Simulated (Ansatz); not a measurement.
A relaxed cell of SrIr$_{2}$Ru$_{2}$ against its rivals

Atoms and cell were relaxed at zero pressure (25.1 % in volume from the start). The relaxed cell:

```
CELL_PARAMETERS angstrom
0.00000 5.44264 3.88414
0.00000 -5.44264 3.88414
5.31076 0.00000 -3.88414
ATOMIC_POSITIONS crystal
Sr 0.00000 0.00000 0.00000
Sr 0.75000 0.25000 0.50000
Ru 0.34730 0.65270 0.00000
Ru 0.65270 0.34730 0.00000
Ru 0.40270 0.59730 0.50000
Ru 0.09730 0.90270 0.50000
Ir 0.33688 0.33688 0.67377
Ir 0.66312 0.66312 0.32623
Ir 0.41312 0.91312 0.82623
Ir 0.08688 0.58688 0.17377
```

Space group Fddd (No. 70); conventional cell a = 7.768 Å, b = 10.622 Å, c = 10.885 Å, α = 90.00°, β = 90.00°, γ = 90.00°.

Computed with plane-wave PAW DFT (Ansatz 0.2.0): r2SCAN, 500 eV cutoff, 4×4×4 Γ-centred mesh, fermi-dirac occupations of width 0.100 eV. Spin: none; no U, no spin-orbit coupling.

Q: Where does it lie against the elements?

A: 0.185 eV an atom at 0 K against the elements' lowest computed crystals and the free molecules of gases, with no empirical correction.

Q: Is it stable against splitting into other phases?

A: Among the phases that we computed and relaxed alike, the lowest mixture with other formulas is 40 % Ru + 60 % SrIr2 (shares of atoms). The cell lies 379 meV an atom above it, so it would gain by splitting into them.

The start was: a known structure type with other elements put in, at an estimated volume. An invented cell need not be a known compound.

Caveats: differences under 20 meV an atom lie within the error of meshes and cutoff; no moments were allowed, so a magnetic state may lie lower; the relaxation keeps the start's symmetry, so a distorted cell may lie lower; no spin-orbit coupling, which can move compounds of heavy elements by tens of meV.
